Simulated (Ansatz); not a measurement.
AlRh (CsCl type, space group No. 221) at seven volumes, plane-wave PAW PBEsol (Ansatz code), scaled uniformly. One row is withheld.

| V (Å³/atom) | P (GPa) |
|---|---|
| 11.941 | ? |
| 12.334 | 15.13 |
| 12.728 | 6.94 |
| 13.121 | 0.00 |
| 13.515 | -5.87 |
| 13.909 | -10.85 |
| 14.302 | -15.05 |

Fit the shown pressures and predict the withheld one.

P = (3/2)B₀(x^(7/2) − x^(5/2))[1 + (3/4)(B′ − 4)(x − 1)] with x = (V₀/V)^(2/3). Least squares on the six rows gives V₀ = 13.121 Å³/atom, B₀ = 212 GPa, B′ = 4.55. At V = 11.941, x = 1.0648 and P = 24.77 GPa. The run itself gave 24.80 GPa.

Space group Pm-3m (CsCl type). The first step of the workflow began from a Materials Project structure, measured or hypothetical; the Crystallography Open Database copy checked does not list it. With Al and Rh taken as one species the cell has the higher symmetry Im-3m, so it may be an ordered model of a mixed-site phase. Whether it is the stable phase at ambient conditions was not checked. The cell was relaxed with PBEsol under the symmetry of its start; of distortions, only those at the zone centre were tested. No spin polarisation was allowed.

Potentials: the later of the program's two PAW sets.
